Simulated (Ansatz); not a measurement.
A (001) slab of relaxed bulk Na (Im-3m, 36.78 Å³/atom, gap on the mesh 0.00 eV), 4 planes in a 6×1 cell with the lowest 2 held; added atoms sit on lattice sites of the next plane. A dipole correction is on. The surface energy is the mean of the held and the free face; step energies are per length and the mean of the stripe's two steps, which run along the shortest translation of the plane; step and island energies count from the flat slab and bulk atoms.

Theory: DFT PBE, scalar-relativistic, plane waves, PAW (Ansatz 0.2.0).

Cutoff 420 eV, Gaussian smearing of 0.10 eV, energies at zero smearing, symmetry of each start kept, no spin polarisation.

```csv
start,atoms,k mesh,surface energy (J/m²),step energy (meV/Å)
flat slab,24,2×8×1,0.22,-
stripe of 2 atoms,26,2×8×1,-,9
stripe of 3 atoms,27,2×8×1,-,9
```

Zero in every row: gap on the mesh (eV).

Small energy differences in metals hang on the k mesh (about 10 mJ/m² or 1 to 2 meV/atom on the mesh of the relaxation).

Cost: 3 runs of about 37 core-minutes in all, on AMD EPYC 9R14 (Zen 4) (shared hosts).